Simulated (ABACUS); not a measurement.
**How a calculation on SnSe2 (P-3m1, 3 atoms in the cell; from Materials Project mp-665) responds to its settings**

```yaml
crystal:
  lattice:
    - [3.84190, 0.00000, 0.00000]
    - [-1.92095, 3.32718, 0.00000]
    - [0.00000, 0.00000, 6.48588]
  atoms:
    - { symbol: Sn, position: [0.00000, 0.00000, 0.00000] }
    - { symbol: Se, position: [0.66667, 0.33333, 0.75710] }
    - { symbol: Se, position: [0.33333, 0.66667, 0.24290] }
```

Base run A: PBEsol, PseudoDojo 0.4 standard norm-conserving PBEsol (tails mended) pseudopotentials (ABACUS), self-consistent single point.

Its settings: KPT = Gamma 7 7 3 0 0 0; basis_type = pw; ecutwfc = 86 Ry; smearing_method = gaussian; smearing_sigma = 0.000734986 Ry; potentials = PseudoDojo 0.4 standard norm-conserving PBEsol (tails mended); symmetry = 1; ks_solver = dav_subspace; scf_nmax = 100; scf_thr = 1.0e-09 Ry; mixing_type = broyden.

The structure comes from a collection of computed structures, made at another level of theory; the collection holds predicted forms beside known ones.

ΔF is the free energy per atom less that of run A. 

A variant of run A gave: the free energy rises by 10.0 meV/atom, the pressure goes from -0.74 to 0.70 GPa and the largest force goes from 0.032 to 0.730 eV/Å.

**Question.** Which change was made?
A) atom 2 moved by +0.08 angstrom along z
B) atom 2 moved by -0.15 angstrom along z
C) atom 2 moved by +0.04 angstrom along z
D) atom 2 moved by -0.04 angstrom along z

**Answer.** A, atom 2 moved by +0.08 angstrom along z. That run gave: ΔF (meV/atom) 10.0; pressure (GPa) 0.70; largest force (eV/Å) 0.730.

The base and the other variants:

```
change                                  ΔF (meV/atom)  pressure (GPa)  largest force (eV/Å)
--------------------------------------  -------------  --------------  --------------------
base                                             0.00           -0.74                 0.032
atom 2 moved by -0.15 angstrom along z           27.9           -2.93                 1.099
atom 2 moved by -0.08 angstrom along z            7.8           -2.00                 0.606
atom 2 moved by -0.04 angstrom along z           1.80           -1.39                 0.296
atom 2 moved by +0.04 angstrom along z            2.7           -0.04                 0.373
atom 2 moved by +0.15 angstrom along z           34.5            2.12                 1.375
```

“Tails mended”: in these copies of the files the far tail of each local potential was reset to the Coulomb form.
